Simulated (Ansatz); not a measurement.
Na3BrO (anti-perovskite, Pm-3m), the program Ansatz at the r²SCAN level (PAW), all energies at zero smearing, with the estimated change up to a 700 eV cutoff added, with one set of potentials and settings (totals compare only within such a set). Cell of 5 atoms (3 Na, 1 Br, 1 O): -7832.485 eV.

| element | reference phase | E (eV/atom) |
|---|---|---|
| Na | C2/m, 3 atoms in the cell | -1488.6146 |
| Br | Cmce, 4 atoms in the cell | -2792.8603 |
| O | C2/m, 4 atoms in the cell, spin-polarised | -566.0281 |

Formation energy per atom, worked out: (-7832.485 − 3×(-1488.6146) − 1×(-2792.8603) − 1×(-566.0281))/5 = -1.551 eV/atom (-150 kJ per mol of atoms), at 0 K, without zero-point energy or fitted corrections.

The first step of the workflow began from a Materials Project structure, measured or hypothetical; the Crystallography Open Database copy checked does not list it. Whether it is the stable phase at ambient conditions was not checked. The r²SCAN relaxation kept the symmetry of its start; its stability against distortions is not shown here. The references are the lowest solids computed at this level, not always the standard phases (solids in place of the gases).

Potentials: the later of the program's two PAW sets.
